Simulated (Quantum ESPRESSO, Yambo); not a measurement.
BeTe (zinc blende, space group F-43m, No. 216) under isotropic strain of -1 % on all lattice vectors. The PBEsol cell relaxed from Materials Project entry mp-252 was given an isotropic strain of -1 % on all lattice vectors, and the atoms were relaxed again. Chain: PBE (stringent potentials; pw.x of Quantum ESPRESSO, ONCV potentials, without SOC); G0W0 in Yambo (4×4×4 Γ-centred k mesh, bands 6 to 200 and a 15 Ry block in the screening, 200 bands in G with the Bruneval-Gonze terminator, plasmon pole fitted at 27.2 eV); BSE (10×10×10 mesh, 3 valence and 3 conduction bands, static screening with 28 bands and a 4 Ry block, scissor 1.10 eV, Tamm-Dancoff).

```json
{
 "PBE gap (dense path)": "1.88 eV",
 "PBE gap Γ → X on the GW mesh": "1.88 eV",
 "PBE smallest direct gap on the GW mesh, at Γ": "3.60 eV",
 "G0W0 direct gap at that point": "4.70 eV",
 "G0W0 correction to the gap Γ → X": "0.86 eV",
 "lowest_exciton": "no binding energy given (see below)",
 "RPA electronic dielectric constant along x": "6.98 (12×12×12 mesh, PBE bands)"
}
```

Rough cost of the Yambo steps against G0W0 for 6 states: BSE within a factor of two, one RPA spectrum about 1/20.

Convergence of the G0W0 settings was not tested. The BSE states are vertical excitations (zero momentum); the indirect quasiparticle gap, about 2.74 eV, is smaller than the direct one (4.70 eV on the GW mesh). Convergence of the RPA response with its 12×12×12 mesh was not tested. The lowest state covers only about 1 of the 1000 k points, so the mesh doesn't resolve it: its energy and its distance from the direct gap are mesh artefacts. An extended exciton needs a far denser mesh.

Spin-orbit coupling is left out, which matters for elements this heavy: edges can move by tenths of an eV.
